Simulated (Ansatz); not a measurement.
A plane-wave DFT run in Ansatz 0.2.0 (scalar-relativistic PAW potentials unless the input names others): input and command.

```yaml
crystal:
  lattice:
    - [1.9454735554, 1.1232196809, 7.6054430518]
    - [-1.9454735554, 1.1232196809, 7.6054430518]
    - [0.0, -2.2464393618, 7.6054430518]
  atoms:
    - { symbol: Sr, position: [0.5, 0.5, 0.5] }
    - { symbol: Ca, position: [0.0, 0.0, 0.0] }
basis:
  ecutwfc: 500
kpoints:
  mp_grid: { grid: [18, 18, 18], shift: [0.5, 0.5, 0.5] }
hamiltonian:
  xc: r2scan
scf:
  occupations: { method: fermi_dirac, width: 0.15 }
output:
  forces: true
  eigenvalues: true
  stress: true
```

```bash
ansatz run input.yaml --threads 1 --pin off --max-ram 2560MiB --backend cpu --events-out ev --progress --plain --runs-dir out
```

Abridged log:
```
Pseudopotentials: kind: paw
Pseudopotential: Sr, paw, valence charge 10, recommended cutoff 500 eV (meta_gga)
Pseudopotential: Ca, paw, valence charge 10, recommended cutoff 500 eV (meta_gga)
Functional definition: r2SCAN
Crystal: 2 atoms, lattice volume = 99.716 Å³
Basis set: ecut = 500 eV, 2535 PW (Γ), FFT grids on a1−a3, a2−a3, a3, exchange–correlation on 120×120×240 points (64 copies of the dense FFT grid, shifted against one another)
Bands: 14, of which v1, the nominal top of the filled ones, is band 10 counted from 1 (9 counted from 0)
Symmetry: 12 space group operations
Space group: R-3m (ITA 166), of the structure as read, at distance tolerance 4.6e-5 Å
k-points: 570 of 5832
Initial density: superposition of atomic densities (neutral atoms: chi_scale 0, normalization atom), corrected by the library's trained network
Initial wavefunctions: pseudopotential atomic-orbital guess
Functional: x = r2scan, c = r2scan; τ floored in thin density (d = 2e-4 eV/Å³)
SCF iter   1: F=—  HF=-5376.562743 eV  |F-HF|=—  |Δ(HF+E_count)|=         —  Δρ=3.72e-3  dr2=2.83e-2  dr2_τ=3.16e-3  ethr=1.77e-3  ⟨swp⟩=8.3  Hψ=59663  notcnv=0
SCF iter   2: F=—  HF=-5376.603725 eV  |F-HF|=—  |Δ(HF+E_count)|=   4.10e-2  Δρ=2.29e-3  dr2=1.16e-2  dr2_τ=2.04e-4  ethr=1.42e-4  ⟨swp⟩=3.0  Hψ=19663  notcnv=0
SCF iter   3: F=—  HF=-5376.603022 eV  |F-HF|=—  |Δ(HF+E_count)|=   7.04e-4  Δρ=6.37e-4  dr2=1.40e-3  dr2_τ=3.86e-5  ethr=5.82e-5  ⟨swp⟩=2.7  Hψ=13166  notcnv=0
SCF iter   4: F=—  HF=-5376.602854 eV  |F-HF|=—  |Δ(HF+E_count)|=   1.68e-4  Δρ=1.26e-4  dr2=1.53e-5  dr2_τ=6.41e-6  ethr=7.01e-6  ⟨swp⟩=2.2  Hψ=10172  notcnv=0
SCF iter   5: F=—  HF=-5376.602863 eV  |F-HF|=—  |Δ(HF+E_count)|=   9.09e-6  Δρ=3.51e-5  dr2=3.23e-6  dr2_τ=1.56e-7  ethr=7.63e-8  ⟨swp⟩=2.2  Hψ=12800  notcnv=0
SCF iter   6: F=—  HF=-5376.602863 eV  |F-HF|=—  |Δ(HF+E_count)|=   4.85e-8  Δρ=1.04e-5  dr2=4.96e-7  dr2_τ=1.69e-8  ethr=1.62e-8  ⟨swp⟩=2.6  Hψ=12238  notcnv=0
SCF iter   7: F=-5376.602863 eV  HF=-5376.602863 eV  |F-HF|=3.58e-8  |Δ(HF+E_count)|=  2.83e-10  Δρ=3.14e-6  dr2=5.46e-8  dr2_τ=6.62e-10  ethr=5.00e-10  ⟨swp⟩=6.9  Hψ=42486  notcnv=0
SCF 1 converged in 7 iterations: F = -5376.602863 eV  dr2 = 5.46e-8
SCF converged after 7 iterations
Free energy (F): -5376.602863 eV
Harris-Foulkes:  -5376.602863 eV  (|F-HF|=3.58e-8)
Internal energy: -5376.433374 eV  (E = F + TS)
E sigma→0 (E₀):  -5376.518118 eV
Entropy (-TS):   -0.169489 eV (-84.744 meV/atom)
Fermi energy:    4.826891 eV
--- Forces (eV/Å), atoms counted from 1 ---
  atom   1  Sr     0.00000000     0.00000000     0.00000000
  atom   2  Ca     0.00000000     0.00000000     0.00000000
--- Stress (GPa, compression-positive) ---
        2.269513       0.000000       0.000000
        0.000000       2.269513       0.000000
        0.000000       0.000000      -3.631407
  P = ⅓ Tr σ = 0.3025 GPa (3.025 kbar)
```

Apart from outputs and empty bands, the input differs from a reference run on usual settings in kpoints.mp_grid.shift: not typed → [0.5, 0.5, 0.5]; scf.occupations.method: "gaussian" → "fermi_dirac". The reference, at the same geometry (not necessarily relaxed), gave pressure 0.23 GPa, largest force 0.000 eV/Å, no gap on the mesh. This run converged in 7 SCF iterations (reference: 7) with an energy at zero smearing 1.53 meV/atom above the reference's, pressure 0.30 GPa, largest force 0.000 eV/Å, no gap on the mesh.

It took 90 s on 1 thread of Arm Neoverse V2 (shared host), peak memory 1.2 GiB.